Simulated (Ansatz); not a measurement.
**In₂Se₃: computed properties**

Method: DFT PBEsol+D3(BJ), scalar-relativistic, plane waves, PAW (Ansatz).

Plane waves to 420 eV, a k mesh through Γ of 10×10×4 on the computed 5-atom cell and Gaussian smearing (0.10 eV); no spin polarisation.

The structure is relaxed at this level of theory with its symmetry kept. Whether it is the stable form of this composition wasn't checked.

The structure is trigonal, space group P-3m1 (No. 164). The conventional cell has a = 3.908 Å, b = 3.908 Å, c = 9.038 Å, α = 90.00°, β = 90.00°, γ = 120.00°. In (site symmetry 3m) has 6 Se at 2.63 to 2.90 Å as nearest neighbours. Se (site symmetry -3m) is surrounded by 6 In at 2.90 Å. Around Se (site symmetry 3m) lie 3 In at 2.63 Å.

```json
{"Volume per atom": "23.91 Å³", "Kohn–Sham band gap": "none (metal)", "Density of states at the Fermi level": "0.84 states/eV per cell", "Löwdin character within 0.5 eV of the Fermi level": "Se 4p 82 %, In 5s 8 %", "Bader charges (e)": "In (2 in the cell) 1.03, Se (1 in the cell) -0.82, Se (2 in the cell) -0.62"}
```

Closed-shell ions balance this formula, so the missing gap can be the error of a semilocal functional.

Cost: 1 run of about 4.1 core-minutes, on Intel Xeon Platinum 8375C (Ice Lake) (shared hosts).